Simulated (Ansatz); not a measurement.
Mg, bcc: geometry optimisation

Theory: Ansatz, DFT, r2SCAN, plane waves (500 eV) with PAW, scalar-relativistic. The PAW files were generated under PBE, with cores re-solved for the functional.

k-point mesh 12×12×12, Fermi-Dirac smearing 0.1 eV, no spin polarisation. Cell and atoms relax.

Starting structure:

```
Mg
1.0
    -1.79765    1.79765    1.79765
     1.79765   -1.79765    1.79765
     1.79765    1.79765   -1.79765
Mg
1
Direct
  0.00000 0.00000 0.00000
```

Task: The pressure at the start is -1.2 GPa. By how much does the volume change?

Result: From 23.24 to 22.50 Å³ per atom, -3.2 %. The final cell has a = 3.557 Å.

Task: How much energy does the relaxation gain?

Result: 2.7 meV per atom.
